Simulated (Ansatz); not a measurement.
# A sublattice moved along a line in BaScO₂F

These are results of DFT PBEsol, scalar-relativistic, plane waves, PAW (Ansatz 0.2.0), not measurements. Cutoff 420 eV, Γ-centred 6×6×6 k-points, Gaussian smearing of 0.05 eV. Spin–orbit coupling is left out, which matters for the heavy elements here. No spin polarisation. Energies are free energies at this smearing, counted from the undisturbed cell; pressure is positive in compression.

The undisturbed cell (as given, not relaxed at this level; it stands at -5.9 GPa, and it needn't be the usual structure):

```
CELL_PARAMETERS angstrom
4.20695 0.00000 0.00000
0.00000 4.20695 0.00000
0.00000 0.00000 4.21141
ATOMIC_POSITIONS crystal
Ba 0.50000 0.50000 0.50000
Sc 0.00000 0.00000 0.00000
O 0.50000 0.00000 0.00000
O 0.00000 0.50000 0.00000
F 0.00000 0.00000 0.50000
```

Every Sc atom is moved by x along the Cartesian unit vector (0.707, 0.707, 0.000); the cell and all other atoms stay fixed.

| x (Å) | ΔE (meV/cell) | force along x on the moved atoms (eV/Å) | pressure (GPa) | gap on the mesh (eV) |
| --- | --- | --- | --- | --- |
| -0.5000 | 1185.2 | 6.45 | 4.6 | 3.41 |
| -0.2500 | 199.6 | 1.91 | -3.3 | 3.36 |
| 0.0000 | 0.0 | 0.00 | -5.9 | 3.01 |
| 0.3750 | 550.0 | -3.82 | 0.0 | 3.40 |